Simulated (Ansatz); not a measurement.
## IrRu$_{2}$ (I4/mmm)

Level of theory: DFT PBE, scalar-relativistic, plane waves, PAW in Ansatz 0.2.0.

Plane waves to 420 eV, a k mesh through Γ of 24×24×24 on the computed 3-atom cell and Gaussian smearing (0.10 eV); no spin polarisation.

The structure is relaxed at this level of theory with its symmetry kept, and needn't be the ground state of this composition.

```
CELL_PARAMETERS angstrom
-1.35313 1.35313 5.74588
1.35313 -1.35313 5.74588
1.35313 1.35313 -5.74588
ATOMIC_POSITIONS crystal
Ru 0.33137 0.33137 0.00000
Ru 0.66863 0.66863 0.00000
Ir 0.00000 0.00000 0.00000
```

| Quantity | Value |
| --- | --- |
| Space group | I4/mmm (No. 139) |
| Volume per atom | 14.03 Å³ |
| Formation energy from the elements' standard states (uncorrected) | +0.013 eV/atom |
| Kohn–Sham band gap | none (metal) |
| Density of states at the Fermi level | 2.7 states/eV per cell |
| Orbital (Löwdin) character within 0.5 eV of the Fermi level | Ru 4d 67 %, Ir 5d 27 % |
| Bader charge by site (e) | Ru (2 in the cell) 0.13, Ir (1 in the cell) -0.26 |

Spin-orbit coupling is left out, which matters for the bands of heavy elements.

The cell was found from a structure generator's guess, not taken from experiment. Löwdin shares on free-atom orbitals overweight diffuse shells.
